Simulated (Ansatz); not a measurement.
Relaxed-ion elastic tensor of ScAl2 (cubic Laves (MgCu2 type), Fd-3m) in GPa (Voigt order), PBEsol in the plane-wave PAW code Ansatz; density 3.08 g/cm³, 17.77 Å³ per atom.

|  | 1 | 2 | 3 | 4 | 5 | 6 |
|---|---|---|---|---|---|---|
| 1 | 198 | 39.6 | 39.6 | 0.0 | 0.0 | 0.0 |
| 2 | 39.6 | 198 | 39.6 | 0.0 | 0.0 | 0.0 |
| 3 | 39.6 | 39.6 | 198 | 0.0 | 0.0 | 0.0 |
| 4 | 0.0 | 0.0 | 0.0 | 71.3 | 0.0 | 0.0 |
| 5 | 0.0 | 0.0 | 0.0 | 0.0 | 71.3 | 0.0 |
| 6 | 0.0 | 0.0 | 0.0 | 0.0 | 0.0 | 71.3 |

**Question.** Is the crystal mechanically stable?

**Answer.** Yes: the smallest eigenvalue of C is 71.3 GPa.

**Question.** Work out the Voigt, Reuss and Hill averages.

**Answer.** K_V = 92.3, K_R = 92.3, K_H = 92.3; G_V = 74.4, G_R = 74.2, G_H = 74.3 GPa.

**Question.** Give Young's modulus, Poisson's ratio, Pugh's ratio and the universal anisotropy index.

**Answer.** E = 9KG/(3K + G) = 176 GPa; ν = 0.18; K/G = 1.24 (brittle by the Pugh limit of 1.75); A_U = 5G_V/G_R + K_V/K_R − 6 = 0.01.

**Question.** Estimate the sound speeds and the Debye temperature.

**Answer.** v_l = √((K + 4G/3)/ρ) = 7880 m/s, v_t = √(G/ρ) = 4910 m/s, mean 5410 m/s; Θ = (h/k)(3n/4πV)^(1/3) v_m = 617 K.

**Question.** Give the Zener ratio and Young's modulus along [100], [110] and [111].

**Answer.** A = 2C44/(C11 − C12) = 0.90; 1/E = S11 − 2(S11 − S12 − S44/2)Γ with Γ = 0, 1/4, 1/3 gives 184, 173, 170 GPa.

The first step of the workflow began from a Materials Project structure, measured or hypothetical; the Crystallography Open Database copy checked does not list it. Its standing as an ambient phase is unchecked. Symmetry was held in the PBEsol relaxation; its stability against distortions is not shown here. No spin polarisation was allowed. As this level gives no gap, shear constants depend on the k-mesh and smearing (Fermi–Dirac, 0.1 eV here).

Potentials: the later of the program's two PAW sets.
